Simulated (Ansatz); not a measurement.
How much do the gradients of GePt depend on the method?

Cell: a computed structure from the Materials Project (it need not be an observed phase), taken as it stands.

Space group Pnma (No. 62); a = 5.7560, b = 3.7300, c = 6.1116 Å.

| site | Wyckoff | site symmetry | x | y | z |
| --- | --- | --- | --- | --- | --- |
| Ge | 4c | .m. | 0.8139 | 0.7500 | 0.5880 |
| Pt | 4c | .m. | 0.0019 | 0.7500 | 0.1927 |

One atom of each set is listed.

First run. All values are calculated (Ansatz; DFT, PBE, plane waves and PAW, scalar-relativistic, 420 eV cutoff, Γ-centred 5×8×5 k-points, Fermi–Dirac smearing 0.05 eV), not measured.

```csv
site,V_zz (10²¹ V/m²),η
Ge,7.06,0.97
Pt,4.18,0.07
```

Second run. The same atoms and settings, except that the functional is r2SCAN, the cutoff is 500 eV and the mesh is 6×9×6.

(1) Given the first result, estimate the second.

Answers

(1) 

```csv
site,V_zz,η,change of V_zz
Ge,-7.40,0.97,–
Pt,5.76,0.21,+1.58
```

The largest change of V_zz along a kept axis is on Pt, from 4.18 to 5.76. In per cent, |V_zz| changes by +38 on Pt (all sites that start above 2, bar those whose gradient vanishes or changes sign or whose main axis turns by over 40°). On Ge the largest principal value lies along another axis in the second run, so the two V_zz can't be compared directly.

Spin–orbit coupling is left out, which shifts gradients on Pt by a few per cent in wide-gap crystals, and can shift them far more where the calculated gap is small or absent, as here.
For the first run: At this cell the principal stresses reach 5 GPa in size with PBE, which can matter for small gradients.
For the second run: With these PAW files V_zz is typically within 2 to 3 % of all-electron values, but misses above 10 % occur on Pt.
